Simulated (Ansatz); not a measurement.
An Ansatz input (plane waves, PAW) for SnO that has something wrong with it:

```yaml
crystal:
  lattice:
    - [3.8072385349, 0.0, 0.0]
    - [0.0, 3.8072385349, 0.0]
    - [0.0, 0.0, 4.9360762066]
  atoms:
    - { symbol: Sn, position: [0.0, 0.5, 0.2324256302], spin: 2.0 }
    - { symbol: Sn, position: [0.5, 0.0, 0.7675743698] }
    - { symbol: O, position: [0.0, 0.0, 0.0] }
    - { symbol: O, position: [0.5, 0.5, 0.0] }
basis:
  ecutwfc: 500
  ecutrho_ratio: 4
kpoints:
  mp_grid: { grid: [10, 10, 8] }
hamiltonian:
  xc: r2scan
scf:
  occupations: { method: gaussian, width: 0.05 }
  max_iter: 75
output:
  forces: true
  stress: true
```

Launched as:
```sh
ansatz run input.yaml --threads 4 --pin off --max-ram 7168MiB --backend cpu --events-out ev --progress --plain --runs-dir out
```

**Question.** What is wrong with it?

**Answer.** A moment without spin polarisation. Against the sound input: crystal.atoms[0].spin: 2.0 (the cap on iterations is only a precaution).

What the program printed:

```
Error: inconsistent input (magnetization.spin_polarized): false but per-atom `spin:`, `per_species`, `initial_magnetization`, `magnetic_field`, or `spin_locking` is set
```

The input was refused before any iteration. Run time: 0.02 s on 4 threads of Arm Neoverse V2 (shared host), peak memory 0.03 GiB. The run before the change (r²SCAN, 500 eV, 10×10×8 mesh) gave:

```tsv
run	P (GPa)	gap on the mesh (eV)	cell moment (μB)	largest force component (eV/Å)
sound	0.0	0.36	–	0.000
```

The chain of runs began from a cell as deposited in COD, expanded in volume.

Of that run: The structure is layered, and this functional has no dispersion term, so the layers' spacing is poorly fixed, often too long, and so is what hangs on it.
